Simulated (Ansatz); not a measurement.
CoSi2 (fluorite or antifluorite type, Fm-3m) at seven volumes, PBEsol (plane waves, PAW; program Ansatz), scaled uniformly. One row is withheld.

```json
[
 {"V (Å³/atom)": "11.371", "P (GPa)": "22.61"},
 {"V (Å³/atom)": "11.746", "P (GPa)": "13.82"},
 {"V (Å³/atom)": "12.120", "P (GPa)": "6.35"},
 {"V (Å³/atom)": "12.495", "P (GPa)": "0.01"},
 {"V (Å³/atom)": "12.870", "P (GPa)": "?"},
 {"V (Å³/atom)": "13.245", "P (GPa)": "-9.92"},
 {"V (Å³/atom)": "13.620", "P (GPa)": "-13.76"}
]
```

Problem. Fit the shown pressures and predict the withheld one.

Solution. Third-order Birch–Murnaghan: P = (3/2)B₀(x^(7/2) − x^(5/2))[1 + (3/4)(B′ − 4)(x − 1)] with x = (V₀/V)^(2/3). Least squares on the six rows gives V₀ = 12.496 Å³/atom, B₀ = 193.9 GPa, B′ = 4.48. At V = 12.870, x = 0.9805 and P = -5.35 GPa. The run itself gave -5.37 GPa.

The cell was relaxed with PBEsol under the symmetry of its start. The run is not spin-polarised.

Potentials: the earlier of the program's two PAW sets. The files were generated under PBE; for other functionals the program regenerates the frozen cores, and for LDA and PBEsol the local potential too.
